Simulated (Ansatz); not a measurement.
A geometry of Mg away from equilibrium: step 3 of the relaxation of a relaxed Mg cell displaced along its unstable phonon at q = (½, 0, 0) of its primitive reciprocal cell (55i cm⁻¹), largest move 0.15 Å. Calculation: PBEsol (plane waves to 420 eV, PAW, scalar-relativistic; Ansatz, a quantum-chemistry and plane-wave program). Γ-centred k-mesh 4×8×11 on the run's cell (coarser than for final values), Fermi–Dirac smearing 0.05 eV.

```xyz
6
Lattice="10.1474 0.1208 0.0000 -2.4845 4.3033 0.0000 0.0000 0.0000 3.0944" Properties=species:S:1:pos:R:3:forces:R:3 pbc="T T T" free_energy=-11472.038 pressure_GPa=0.1
Mg     0.0000     0.0000    -0.1113    0.0000    0.0000   -0.0775
Mg     2.5892     4.3637     0.1113    0.0000    0.0000    0.0775
Mg     0.0181     2.8793     1.1788    0.1489    0.0860   -0.0213
Mg     5.0918     2.9397     1.9155    0.1489    0.0860    0.0213
Mg     2.5711     1.4844     1.9155   -0.1489   -0.0860    0.0213
Mg     7.6447     1.5448     1.1788   -0.1489   -0.0860   -0.0213
```

Positions in Å, forces in eV/Å, free energy of the cell in eV (comparable only within this code, potentials and settings). Largest force: 0.17 eV/Å, on Mg3, Mg4, Mg5, Mg6 (atoms numbered as listed); the geometry lies 0.03 eV/atom above the end of its relaxation.

No spin polarisation in the result.

The run could not lose the symmetry of its start: the end is stationary, and may be a saddle point rather than a minimum.

The end of the path is a generated cell of Mg: the first start was made by placing the elements on the sites of a structure type, and the end was not matched to a known phase here, so it may be hypothetical. Known forms of Mg include space group No. 194.
